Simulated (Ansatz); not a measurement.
Cu3Pt (Cu3Au type, Pm-3m) at seven volumes, LDA in the plane-wave PAW code Ansatz, scaled uniformly. One row is withheld.

```tsv
V (Å³/atom)	P (GPa)
10.878	26.13
11.237	15.79
11.596	7.17
11.954	-0.01
12.313	-6.00
12.671	-10.98
13.030	?
```

Problem. Fit the shown pressures and predict the withheld one.

Solution. P = (3/2)B₀(x^(7/2) − x^(5/2))[1 + (3/4)(B′ − 4)(x − 1)] with x = (V₀/V)^(2/3). Least squares on the six rows gives V₀ = 11.954 Å³/atom, B₀ = 218 GPa, B′ = 5.04. At V = 13.030, x = 0.9442 and P = -15.13 GPa. The run itself gave -15.11 GPa.

The first step of the workflow began from a Materials Project structure, measured or hypothetical; the Crystallography Open Database files this formula in space group No. 221, but the cells were not matched. Whether it is the stable phase at ambient conditions was not checked. The cell was relaxed with LDA under the symmetry of its start; of distortions, only those at the zone centre were tested. No spin polarisation was allowed. Spin–orbit coupling is left out wherever it is not named.

Potentials: the later of the program's two PAW sets.
